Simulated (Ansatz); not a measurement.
KZnF₃ (cubic perovskite, Pm-3m) under volume change, PBE (plane waves, PAW; program Ansatz), scaled uniformly.

```
V (Å³/atom)  E − E(relaxed) (meV/atom)  P (GPa)
-----------  -------------------------  -------
12.798                            29.8     8.23
13.220                            12.5     5.01
13.642                             3.0     2.29
14.064                             0.0     0.00
14.486                               ?        ?
14.908                             9.9    -3.56
15.330                               ?        ?
```

Problem. Complete the blanks.

Solution. 
- 14.486, E − E(relaxed) (meV/atom): 2.7
- 14.486, P (GPa): -1.93
- 15.330, E − E(relaxed) (meV/atom): 21.2
- 15.330, P (GPa): -4.93

Problem. What does a third-order Birch–Murnaghan fit give for V₀, B₀ and B′?

Solution. V₀ = 14.06 Å³/atom, B₀ = 69.9 GPa, B′ = 4.7.

The PBE relaxation kept the symmetry of its start.

Potentials: the later of the program's two PAW sets.
